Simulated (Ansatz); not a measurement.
Geometry optimisation in Ansatz: input, command and trajectory.

```yaml
crystal:
  lattice:
    - [2.70515, 1.5618190807, 4.7925]
    - [-2.70515, 1.5618190807, 4.7925]
    - [0.0, -3.1236381614, 4.7925]
  atoms:
    - { symbol: In, position: [0.0, 0.0, 0.0] }
    - { symbol: In, position: [0.5, 0.5, 0.5] }
    - { symbol: F, position: [0.8584, 0.6416, 0.25] }
    - { symbol: F, position: [0.25, 0.8584, 0.6416] }
    - { symbol: F, position: [0.6416, 0.25, 0.8584] }
    - { symbol: F, position: [0.1416, 0.3584, 0.75] }
    - { symbol: F, position: [0.75, 0.1416, 0.3584] }
    - { symbol: F, position: [0.3584, 0.75, 0.1416] }
basis:
  ecutwfc: 500
kpoints:
  mp_grid: { grid: [6, 6, 6] }
hamiltonian:
  xc: r2scan
scf:
  occupations: { method: gaussian, width: 0.02 }
output:
  forces: true
  stress: true
  eigenvalues: true
  write_density: true
  write_potential: true
  elf: true
  volumetric_format: npy
relax:
  adjacent_minimum: "off"
  f_tol: 0.005
  max_steps: 80
  cell: { stress_tol: 0.05 }
```

```bash
ansatz run input.yaml --threads 2 --pin off --max-ram 5120MiB --backend cpu --events-out ev --progress --plain --runs-dir out
```

These are results of DFT r2SCAN, scalar-relativistic, plane waves, PAW in Ansatz, not measurements.

Of 8 frames 8 are shown, positions in Å and forces in eV/Å; the SCF threshold varies from step to step. Steps run on the plane waves of an earlier cell, with a Pulay correction in the pressure. The basis is chosen afresh for the last frame, the zero of the energies, and at times for earlier ones too; energy and pressure step there, also at an unchanged geometry.

```xyz
8
Lattice="2.7052 1.5618 4.7925 -2.7052 1.5618 4.7925 0.0000 -3.1236 4.7925" Properties=species:S:1:pos:R:3:forces:R:3 pbc="T T T" step=1 free_energy_over_end_meV_per_atom=6.67 pressure_GPa=3.38
In    0.0000    0.0000    0.0000    0.0000    0.0000    0.0000
In    0.0000    0.0000    7.1887    0.0000    0.0000    0.0000
F     0.5865    1.5618    8.3869    0.2067    0.0000    0.0000
F    -1.6458   -0.2730    8.3869   -0.1033    0.1790    0.0000
F     1.0593   -1.2888    8.3869   -0.1033   -0.1790    0.0000
F    -0.5865   -1.5618    5.9906   -0.2067    0.0000    0.0000
F     1.6458    0.2730    5.9906    0.1033   -0.1790    0.0000
F    -1.0593    1.2888    5.9906    0.1033    0.1790    0.0000
8
Lattice="2.7234 1.5724 4.8205 -2.7234 1.5724 4.8205 0.0000 -3.1448 4.8205" Properties=species:S:1:pos:R:3:forces:R:3 pbc="T T T" step=2 free_energy_over_end_meV_per_atom=1.91 pressure_GPa=0.46
In    0.0000    0.0000    0.0000    0.0000    0.0000    0.0000
In    0.0000    0.0000    7.2308    0.0000    0.0000    0.0000
F     0.6054    1.5724    8.4359    0.0574    0.0000    0.0000
F    -1.6644   -0.2619    8.4359   -0.0287    0.0497    0.0000
F     1.0590   -1.3105    8.4359   -0.0287   -0.0497    0.0000
F    -0.6054   -1.5724    6.0256   -0.0574    0.0000    0.0000
F     1.6644    0.2619    6.0256    0.0287   -0.0497    0.0000
F    -1.0590    1.3105    6.0256    0.0287    0.0497    0.0000
8
Lattice="2.7198 1.5703 4.8171 -2.7198 1.5703 4.8171 0.0000 -3.1406 4.8171" Properties=species:S:1:pos:R:3:forces:R:3 pbc="T T T" step=3 free_energy_over_end_meV_per_atom=1.30 pressure_GPa=-0.13
In    0.0000    0.0000    0.0000    0.0000    0.0000    0.0000
In    0.0000    0.0000    7.2257    0.0000    0.0000    0.0000
F     0.6264    1.5703    8.4300    0.0185    0.0000    0.0000
F    -1.6731   -0.2426    8.4300   -0.0093    0.0160    0.0000
F     1.0467   -1.3277    8.4300   -0.0093   -0.0160    0.0000
F    -0.6264   -1.5703    6.0214   -0.0185    0.0000    0.0000
F     1.6731    0.2426    6.0214    0.0093   -0.0160    0.0000
F    -1.0467    1.3277    6.0214    0.0093    0.0160    0.0000
8
Lattice="2.6984 1.5579 4.8139 -2.6984 1.5579 4.8139 0.0000 -3.1159 4.8139" Properties=species:S:1:pos:R:3:forces:R:3 pbc="T T T" step=4 free_energy_over_end_meV_per_atom=0.53 pressure_GPa=-0.45
In    0.0000    0.0000    0.0000    0.0000    0.0000    0.0000
In    0.0000    0.0000    7.2208    0.0000    0.0000    0.0000
F     0.6677    1.5579    8.4243   -0.0168    0.0000    0.0000
F    -1.6830   -0.2007    8.4243    0.0084   -0.0146    0.0000
F     1.0154   -1.3572    8.4243    0.0084    0.0146    0.0000
F    -0.6677   -1.5579    6.0173    0.0168    0.0000    0.0000
F     1.6830    0.2007    6.0173   -0.0084    0.0146    0.0000
F    -1.0154    1.3572    6.0173   -0.0084   -0.0146    0.0000
8
Lattice="2.6809 1.5478 4.8374 -2.6809 1.5478 4.8374 0.0000 -3.0956 4.8374" Properties=species:S:1:pos:R:3:forces:R:3 pbc="T T T" step=5 free_energy_over_end_meV_per_atom=0.12 pressure_GPa=-0.29
In    0.0000    0.0000    0.0000    0.0000    0.0000    0.0000
In    0.0000    0.0000    7.2561    0.0000    0.0000    0.0000
F     0.6781    1.5478    8.4655   -0.0073    0.0000    0.0000
F    -1.6795   -0.1867    8.4655    0.0037   -0.0063    0.0000
F     1.0014   -1.3612    8.4655    0.0037    0.0063    0.0000
F    -0.6781   -1.5478    6.0468    0.0073    0.0000    0.0000
F     1.6795    0.1867    6.0468   -0.0037    0.0063    0.0000
F    -1.0014    1.3612    6.0468   -0.0037   -0.0063    0.0000
8
Lattice="2.6637 1.5379 4.8524 -2.6637 1.5379 4.8524 0.0000 -3.0757 4.8524" Properties=species:S:1:pos:R:3:forces:R:3 pbc="T T T" step=6 free_energy_over_end_meV_per_atom=-0.18 pressure_GPa=-0.10
In    0.0000    0.0000    0.0000    0.0000    0.0000    0.0000
In    0.0000    0.0000    7.2785    0.0000    0.0000    0.0000
F     0.6917    1.5379    8.4916   -0.0010    0.0000    0.0000
F    -1.6777   -0.1699    8.4916    0.0005   -0.0008    0.0000
F     0.9860   -1.3680    8.4916    0.0005    0.0008    0.0000
F    -0.6917   -1.5379    6.0654    0.0010    0.0000    0.0000
F     1.6777    0.1699    6.0654   -0.0005    0.0008    0.0000
F    -0.9860    1.3680    6.0654   -0.0005   -0.0008    0.0000
8
Lattice="2.6432 1.5260 4.8718 -2.6432 1.5260 4.8718 0.0000 -3.0521 4.8718" Properties=species:S:1:pos:R:3:forces:R:3 pbc="T T T" step=7 free_energy_over_end_meV_per_atom=-0.37 pressure_GPa=-0.01
In    0.0000    0.0000    0.0000    0.0000    0.0000    0.0000
In    0.0000    0.0000    7.3077    0.0000    0.0000    0.0000
F     0.7093    1.5260    8.5256   -0.0027    0.0000    0.0000
F    -1.6763   -0.1487    8.5256    0.0014   -0.0024    0.0000
F     0.9669   -1.3773    8.5256    0.0014    0.0024    0.0000
F    -0.7093   -1.5260    6.0897    0.0027    0.0000    0.0000
F     1.6763    0.1487    6.0897   -0.0014    0.0024    0.0000
F    -0.9669    1.3773    6.0897   -0.0014   -0.0024    0.0000
8
Lattice="2.6432 1.5260 4.8718 -2.6432 1.5260 4.8718 0.0000 -3.0521 4.8718" Properties=species:S:1:pos:R:3:forces:R:3 pbc="T T T" step=8 free_energy_over_end_meV_per_atom=0.00 pressure_GPa=0.00
In    0.0000    0.0000    0.0000    0.0000    0.0000    0.0000
In    0.0000    0.0000    7.3077    0.0000    0.0000    0.0000
F     0.7093    1.5260    8.5256   -0.0027    0.0000    0.0000
F    -1.6763   -0.1487    8.5256    0.0013   -0.0023    0.0000
F     0.9669   -1.3773    8.5256    0.0013    0.0023    0.0000
F    -0.7093   -1.5260    6.0897    0.0027    0.0000    0.0000
F     1.6763    0.1487    6.0897   -0.0013    0.0023    0.0000
F    -0.9669    1.3773    6.0897   -0.0013   -0.0023    0.0000
```

It took 55 s on 2 threads of Intel(R) Xeon(R) Platinum 8559C (Emerald Rapids) (shared host), peak memory 0.95 GiB.